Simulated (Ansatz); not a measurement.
Sc6Sb2H in Ansatz, single run

input.yaml:

```yaml
crystal:
  lattice:
    - [3.812748, 6.603869, 0.0]
    - [-3.812748, 6.603869, 0.0]
    - [0.0, 0.0, 3.956976]
  atoms:
    - { symbol: Sc, position: [0.234, 0.766, 0.0] }
    - { symbol: Sc, position: [0.766, 0.0, 0.0] }
    - { symbol: Sc, position: [0.0, 0.234, 0.0] }
    - { symbol: Sb, position: [0.3333, 0.3334, 0.0] }
    - { symbol: Sb, position: [0.6667, 0.6666, 0.0] }
    - { symbol: Sc, position: [0.605, 0.395, 0.5] }
    - { symbol: Sc, position: [0.395, 0.0, 0.5] }
    - { symbol: Sc, position: [0.0, 0.605, 0.5] }
    - { symbol: H, position: [0.0, 0.0, 0.5] }
  symmetry: { tolerance: 0.0003 }
kpoints:
  mp_grid: { grid: [3, 3, 5], shift: [0, 0, 0] }
magnetization:
  spin_polarized: false
scf:
  occupations: { method: fermi_dirac, width: 0.024 }
  mixing: { algorithm: broyden, beta: 1.5, ndim: 1, preconditioner: none }
  max_iter: 100
hamiltonian:
  pseudopotentials: { kind: paw }
  xc: r2scan
basis:
  ecutwfc: 500
output:
  forces: true
  stress: true
  eigenvalues: true
```

Launch command:

```bash
ansatz run input.yaml --threads 1 --pin off --max-ram 2560MiB --backend cpu --events-out ev --progress --plain --runs-dir out
```

Origin of the cell: a known structure type with other elements, at an estimated volume, so it need not be a known compound.

Output:

```
Error: invalid value for `scf.mixing.beta`: must be finite and in (0, 1]; got 1.5
```

**Question.** What went wrong?

**Answer.** It holds mixing far too strong: `scf.mixing` typed as { algorithm: broyden, beta: 1.5, ndim: 1, preconditioner: none }. The input was rejected before any iteration.
